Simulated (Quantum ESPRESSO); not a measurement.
Simulation results for CaMgZn₂O₃ (made-up cell, one site empty), Si₃N₄ (made-up cell, one site empty)

All values are calculated (Quantum ESPRESSO 7.5). Calculation on a made-up crystal cell, not a measurement: periodic Kohn-Sham density functional theory in plane waves with PseudoDojo standard norm-conserving scalar-relativistic pseudopotentials, each functional with its own files (v0.5 for PBE, v0.4.1 for LDA and PBEsol), no spin polarisation, no spin-orbit coupling, atoms not relaxed, stress positive in tension, energies less a fixed whole-eV offset for each atom's element; levels are Kohn-Sham levels at fractions of this cell's reciprocal vectors, counted from the reference band (half the neutral cell's valence electrons, rounded up) at Gamma; error bars cover cutoff and k-mesh only, not smearing or the files; each bar is the largest change over components, and at least 0.002 eV, 0.002 eV per angstrom or 0.02 GPa; added strain carries the atoms with the cell, and shear is the tensor component; energies are for the whole cell, and the offsets were chosen from early runs and are not element reference energies.

Common to all runs: functional pbe; cutoff 1143 eV; scf tolerance 1e-07 eV; electrons removed 0; added strain kind shear xy.

(1) CaMgZn₂O₃ (made-up cell, one site empty)

Unstrained structure:
```
CaMgZn2O3
1.0
      4.5201    -0.0164    -0.0143
     -0.0164     4.4972    -0.0107
     -0.0143    -0.0107     4.5445
Zn Mg Zn Ca O
1 1 1 1 3
Direct
  -0.01873 0.01357 0.02290
  -0.01765 0.50622 0.49193
  0.48774 0.00084 0.51042
  0.49410 0.51529 0.02211
  0.49669 -0.03568 -0.01038
  0.98385 0.02011 0.48674
  1.01063 0.50156 0.02199
```

| Property | Result |
| --- | --- |
| lattice type | rocksalt |
| empty site | 6 |
| fermi dirac smearing | 0.1 eV |
| added strain | 0.007 |
| k mesh | 6 x 6 x 6, shifted by half a step |
| structure shown | before the added strain of 0.007 |
| free energy less offsets | 2.094 eV |
| scf iterations | 11 |
| smearing term minus ts | -0.0199 eV |
| pressure | 0.3732 GPa |
| stress xx | -3.098 GPa |
| stress yy | 0.1704 GPa |
| stress zz | 1.808 GPa |
| stress yz | 0.3163 GPa |
| stress xz | -0.4328 GPa |
| stress xy | 0.3297 GPa |
| fermi level | 2.966 eV |
| reference band | 39 |
| error bar energy | 0.003952 eV |
| error bar stress | 0.09701 GPa |
| error bar force | 0.00593 eV/Å |
| error bar next band up | 0.002 eV |
| error bar fermi level | 0.01314 eV |
| error bars from | tighter rerun of this cell |

Atoms:
```tsv
atoms element	atom site	atom energy offset (eV)
Zn	1	-5687
Mg	2	-1617
Zn	3	-5687
Ca	4	-1055
O	5	-452
O	7	-452
O	8	-452
```

Forces:
```tsv
site	x (eV/Å)	y (eV/Å)	z (eV/Å)
1	0.1026	-0.06941	-0.1569
2	0.2468	-0.0319	0.4214
3	-0.01898	0.04639	0.2825
4	0.2788	-2.112	-0.4517
5	0.137	2.505	-0.1265
7	0.138	-0.1843	0.1938
8	-0.8843	-0.1542	-0.1625
```

Levels:
```tsv
level k point	next band up (eV)
Gamma	3.07
(1/2,1/2,1/2)	5.478
(0.15,0,0)	3.41
(0,0.15,0)	3.442
(0,0,0.15)	3.42
```

(2) CaMgZn₂O₃ (made-up cell, one site empty)

Structure as in entry 1.

| Quantity | Value |
| --- | --- |
| lattice type | rocksalt |
| empty site | 6 |
| fermi dirac smearing | 0.1 eV |
| added strain | 0.0132 |
| k mesh | 6 x 6 x 6, shifted by half a step |
| structure shown | before the added strain of 0.0132 |
| free energy less offsets | 2.1 eV |
| scf iterations | 11 |
| smearing term minus ts | -0.02001 eV |
| pressure | 0.3683 GPa |
| stress xx | -3.096 GPa |
| stress yy | 0.1687 GPa |
| stress zz | 1.822 GPa |
| stress yz | 0.2986 GPa |
| stress xz | -0.4392 GPa |
| stress xy | 1.047 GPa |
| fermi level | 2.959 eV |
| reference band | 39 |
| error bar energy | 0.003952 eV |
| error bar stress | 0.09701 GPa |
| error bar force | 0.00593 eV/Å |
| error bar next band up | 0.002 eV |
| error bar fermi level | 0.01314 eV |
| error bars from | tighter rerun of a related cell |

Atoms:
```tsv
atoms element	atom site	atom energy offset (eV)
Zn	1	-5687
Mg	2	-1617
Zn	3	-5687
Ca	4	-1055
O	5	-452
O	7	-452
O	8	-452
```

Forces:
```tsv
site	x (eV/Å)	y (eV/Å)	z (eV/Å)
1	0.1125	-0.08163	-0.1568
2	0.249	-0.03025	0.4211
3	-0.02222	0.04137	0.2826
4	0.264	-2.101	-0.4515
5	0.1384	2.505	-0.126
7	0.1335	-0.1768	0.1929
8	-0.8751	-0.1563	-0.1622
```

Levels:
```tsv
level k point	next band up (eV)
Gamma	3.056
(1/2,1/2,1/2)	5.472
(0.15,0,0)	3.396
(0,0.15,0)	3.428
(0,0,0.15)	3.407
```

(3) CaMgZn₂O₃ (made-up cell, one site empty)

Structure as in entry 1.

| Property | Result |
| --- | --- |
| lattice type | rocksalt |
| empty site | 6 |
| fermi dirac smearing | 0.1 eV |
| added strain | 0.0157 |
| k mesh | 6 x 6 x 6, shifted by half a step |
| structure shown | before the added strain of 0.0157 |
| free energy less offsets | 2.103 eV |
| scf iterations | 11 |
| smearing term minus ts | -0.02008 eV |
| pressure | 0.3683 GPa |
| stress xx | -3.101 GPa |
| stress yy | 0.1669 GPa |
| stress zz | 1.83 GPa |
| stress yz | 0.2917 GPa |
| stress xz | -0.4431 GPa |
| stress xy | 1.337 GPa |
| fermi level | 2.955 eV |
| reference band | 39 |
| error bar energy | 0.003952 eV |
| error bar stress | 0.09701 GPa |
| error bar force | 0.00593 eV/Å |
| error bar next band up | 0.002 eV |
| error bar fermi level | 0.01314 eV |
| error bars from | tighter rerun of a related cell |

Atoms:
```tsv
atoms element	atom site	atom energy offset (eV)
Zn	1	-5687
Mg	2	-1617
Zn	3	-5687
Ca	4	-1055
O	5	-452
O	7	-452
O	8	-452
```

Forces:
```tsv
site	x (eV/Å)	y (eV/Å)	z (eV/Å)
1	0.1165	-0.08643	-0.1568
2	0.2497	-0.02959	0.421
3	-0.02343	0.03925	0.2826
4	0.2571	-2.095	-0.4514
5	0.1389	2.503	-0.1258
7	0.1314	-0.1738	0.1924
8	-0.8702	-0.1571	-0.162
```

Levels:
```tsv
level k point	next band up (eV)
Gamma	3.049
(1/2,1/2,1/2)	5.468
(0.15,0,0)	3.388
(0,0.15,0)	3.421
(0,0,0.15)	3.399
```

(4) Si₃N₄ (made-up cell, one site empty)

Unstrained structure:
```
Si3N4
1.0
      4.1267    -0.0149     0.0182
     -0.0149     4.1880    -0.0173
      0.0182    -0.0173     4.2031
Si N
3 4
Direct
  -0.00255 -0.00315 0.02529
  0.47780 0.04871 0.53681
  0.50609 0.51061 0.02346
  0.28729 0.25822 0.26205
  0.24989 0.74707 0.77452
  0.77593 0.25460 0.72898
  0.76075 0.72805 0.23972
```

| Quantity | Value |
| --- | --- |
| lattice type | zincblende/diamond |
| empty site | 2 |
| fermi dirac smearing | 0.025 eV |
| added strain | -0.0247 |
| k mesh | 4 x 4 x 4, shifted by half a step |
| structure shown | before the added strain of -0.0247 |
| free energy less offsets | -1.25 eV |
| scf iterations | 12 |
| smearing term minus ts | 0 eV |
| pressure | -2.555 GPa |
| stress xx | -1.644 GPa |
| stress yy | 6.084 GPa |
| stress zz | 3.223 GPa |
| stress yz | -3.537 GPa |
| stress xz | -3.07 GPa |
| stress xy | -16.81 GPa |
| error bar energy | 0.002 eV |
| error bar stress | 0.02 GPa |
| error bar force | 0.002 eV/Å |
| error bars from | tighter rerun of a related cell |

Atoms:
```tsv
atoms element	atom site	atom energy offset (eV)
Si	1	-115
Si	3	-115
Si	4	-115
N	5	-283
N	6	-283
N	7	-283
N	8	-283
```

Forces:
```tsv
site	x (eV/Å)	y (eV/Å)	z (eV/Å)
1	0.5169	-0.02378	-1.581
3	1.029	-4.137	-0.3285
4	0.1135	0.06128	-3.383
5	-2.406	-1.837	-1.165
6	0.8977	2.125	0.5379
7	-0.3629	0.1525	3.954
8	0.2121	3.659	1.965
```

(5) Si₃N₄ (made-up cell, one site empty)

Structure as in entry 4.

| Quantity | Value |
| --- | --- |
| lattice type | zincblende/diamond |
| empty site | 2 |
| fermi dirac smearing | 0.025 eV |
| added strain | -0.0193 |
| k mesh | 4 x 4 x 4, shifted by half a step |
| structure shown | before the added strain of -0.0193 |
| free energy less offsets | -1.325 eV |
| scf iterations | 12 |
| smearing term minus ts | 0 eV |
| pressure | -3.231 GPa |
| stress xx | -0.7708 GPa |
| stress yy | 6.832 GPa |
| stress zz | 3.631 GPa |
| stress yz | -3.218 GPa |
| stress xz | -3.269 GPa |
| stress xy | -14.15 GPa |
| error bar energy | 0.002 eV |
| error bar stress | 0.02 GPa |
| error bar force | 0.002 eV/Å |
| error bars from | tighter rerun of this cell |

Atoms:
```tsv
atoms element	atom site	atom energy offset (eV)
Si	1	-115
Si	3	-115
Si	4	-115
N	5	-283
N	6	-283
N	7	-283
N	8	-283
```

Forces:
```tsv
site	x (eV/Å)	y (eV/Å)	z (eV/Å)
1	0.4444	-0.06354	-1.503
3	1.173	-4.158	-0.2297
4	0.2022	0.05129	-3.206
5	-2.404	-1.692	-1.314
6	0.9348	2.161	0.4967
7	-0.5005	0.07763	3.904
8	0.1504	3.624	1.852
```

(6) Si₃N₄ (made-up cell, one site empty)

Structure as in entry 4.

| Item | Value |
| --- | --- |
| lattice type | zincblende/diamond |
| empty site | 2 |
| fermi dirac smearing | 0.025 eV |
| added strain | -0.0095 |
| k mesh | 4 x 4 x 4, shifted by half a step |
| structure shown | before the added strain of -0.0095 |
| free energy less offsets | -1.43 eV |
| scf iterations | 13 |
| smearing term minus ts | 0 eV |
| pressure | -4.287 GPa |
| stress xx | 0.6133 GPa |
| stress yy | 7.976 GPa |
| stress zz | 4.271 GPa |
| stress yz | -2.618 GPa |
| stress xz | -3.647 GPa |
| stress xy | -9.373 GPa |
| error bar energy | 0.002 eV |
| error bar stress | 0.02 GPa |
| error bar force | 0.002 eV/Å |
| error bars from | tighter rerun of a related cell |

Atoms:
```tsv
atoms element	atom site	atom energy offset (eV)
Si	1	-115
Si	3	-115
Si	4	-115
N	5	-283
N	6	-283
N	7	-283
N	8	-283
```

Forces:
```tsv
site	x (eV/Å)	y (eV/Å)	z (eV/Å)
1	0.3193	-0.1208	-1.368
3	1.428	-4.195	-0.05404
4	0.3549	0.02252	-2.898
5	-2.404	-1.425	-1.582
6	0.9992	2.217	0.419
7	-0.7392	-0.05266	3.816
8	0.04269	3.554	1.667
```

(7) Si₃N₄ (made-up cell, one site empty)

Structure as in entry 4.

| Property | Result |
| --- | --- |
| lattice type | zincblende/diamond |
| empty site | 2 |
| fermi dirac smearing | 0.025 eV |
| added strain | -0.005 |
| k mesh | 4 x 4 x 4, shifted by half a step |
| structure shown | before the added strain of -0.005 |
| free energy less offsets | -1.463 eV |
| scf iterations | 13 |
| smearing term minus ts | 0 eV |
| pressure | -4.708 GPa |
| stress xx | 1.169 GPa |
| stress yy | 8.428 GPa |
| stress zz | 4.527 GPa |
| stress yz | -2.338 GPa |
| stress xz | -3.836 GPa |
| stress xy | -7.189 GPa |
| error bar energy | 0.002 eV |
| error bar stress | 0.02 GPa |
| error bar force | 0.002 eV/Å |
| error bars from | tighter rerun of a related cell |

Atoms:
```tsv
atoms element	atom site	atom energy offset (eV)
Si	1	-115
Si	3	-115
Si	4	-115
N	5	-283
N	6	-283
N	7	-283
N	8	-283
```

Forces:
```tsv
site	x (eV/Å)	y (eV/Å)	z (eV/Å)
1	0.2572	-0.1461	-1.307
3	1.539	-4.214	0.02282
4	0.4272	0.00794	-2.76
5	-2.406	-1.305	-1.701
6	1.027	2.243	0.3804
7	-0.8426	-0.1089	3.777
8	-0.001983	3.523	1.588
```

(8) Si₃N₄ (made-up cell, one site empty)

Structure as in entry 4.

| Quantity | Value |
| --- | --- |
| lattice type | zincblende/diamond |
| empty site | 2 |
| fermi dirac smearing | 0.025 eV |
| added strain | 0.0129 |
| k mesh | 4 x 4 x 4, shifted by half a step |
| structure shown | before the added strain of 0.0129 |
| free energy less offsets | -1.511 eV |
| scf iterations | 12 |
| smearing term minus ts | 0 eV |
| pressure | -5.904 GPa |
| stress xx | 2.828 GPa |
| stress yy | 9.638 GPa |
| stress zz | 5.247 GPa |
| stress yz | -1.187 GPa |
| stress xz | -4.629 GPa |
| stress xy | 1.382 GPa |
| error bar energy | 0.002 eV |
| error bar stress | 0.02 GPa |
| error bar force | 0.002 eV/Å |
| error bars from | tighter rerun of a related cell |

Atoms:
```tsv
atoms element	atom site	atom energy offset (eV)
Si	1	-115
Si	3	-115
Si	4	-115
N	5	-283
N	6	-283
N	7	-283
N	8	-283
```

Forces:
```tsv
site	x (eV/Å)	y (eV/Å)	z (eV/Å)
1	0.02757	-0.2184	-1.075
3	1.971	-4.299	0.3306
4	0.696	-0.06004	-2.237
5	-2.423	-0.8098	-2.174
6	1.13	2.321	0.2148
7	-1.225	-0.3181	3.625
8	-0.177	3.384	1.315
```
